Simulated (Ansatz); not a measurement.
Here is the system:

PtAu:
```yaml
crystal:
  lattice:
    - [2.76107, 0.00000, 0.00000]
    - [-1.38054, 2.39116, 0.00000]
    - [0.00000, 0.00000, 4.74218]
  atoms:
    - { symbol: Pt, position: [0.66667, 0.33333, 0.00000] }
    - { symbol: Au, position: [0.00000, 0.00000, 0.50000] }
```

This is the LDA-relaxed structure.

Question: All from LDA in the plane-wave PAW code Ansatz, unless another level is named. Give the formation energy from the elements (no fitted shifts).

Answer: 47 meV/atom.

Question: Predict the density of states at the Fermi level.

Answer: 0.47 states/eV per atom (mean over ±0.08 eV).

Space group P-6m2. The workflow started from a Materials Project entry (that database holds measured and hypothetical structures alike); the Crystallography Open Database copy checked does not list it. With Pt and Au taken as one species the cell has the higher symmetry P6_3/mmc, so it may be an ordered model of a mixed-site phase. Its standing as an ambient phase is unchecked. Symmetry was held in the LDA relaxation; whether a distortion lowers the energy is not shown. No spin polarisation was allowed. The references are the lowest solids computed at this level, not always the standard phases. Spin–orbit coupling is left out wherever it is not named.

Potentials: the later of the program's two PAW sets.
